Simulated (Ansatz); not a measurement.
## SnAu under strain

All numbers below come from DFT PBEsol, scalar-relativistic, plane waves, PAW in Ansatz. (420 eV cutoff, 12×12×10 k-mesh, Gaussian smearing of 0.10 eV, no spin polarisation)

Starting point, cell and atoms relaxed:

```
CELL_PARAMETERS angstrom
4.33392 0.00000 0.00000
-2.16696 3.75329 0.00000
0.00000 0.00000 5.55331
ATOMIC_POSITIONS crystal
Sn 0.66667 0.33333 0.75000
Sn 0.33333 0.66667 0.25000
Au 0.00000 0.00000 0.50000
Au 0.00000 0.00000 0.00000
```

Deformation: uniaxial strain along c, with the lengths of a and b and the atoms relaxed and the angles held, all within the symmetry that the strain leaves. Energies are extrapolated to zero smearing.

Spin–orbit coupling is left out, which can shift energies with elements as heavy as these.

| strain (%) | ΔE (meV/atom) | a (Å) | b (Å) | c (Å) |
| --- | --- | --- | --- | --- |
| -6.0 | 41.2 | 4.422 | 4.422 | 5.220 |
| -4.0 | 16.4 | 4.392 | 4.392 | 5.331 |
| -2.0 | 3.9 | 4.362 | 4.362 | 5.442 |
| +0.0 | 0.0 | 4.334 | 4.334 | 5.553 |
| +2.0 | 2.9 | 4.304 | 4.304 | 5.664 |
| +4.0 | 10.8 | 4.275 | 4.275 | 5.775 |
| +6.0 | 22.0 | 4.243 | 4.243 | 5.887 |

Q: What stiffness (1/V) d²E/dε² at zero strain does a cubic fit over all points give?

A: A cubic fit gives (1/V) d²E/dε² = 125 GPa at zero strain (Young's modulus along this axis, angles held).

Q: How does the free axis a answer a small strain?

A: Between the innermost points its strain is -0.33 times the applied one.

Cost: 7 runs of about 38 core-minutes in all, on Intel Xeon Processor @ 2.50GHz (Skylake/Cascade Lake) (shared hosts).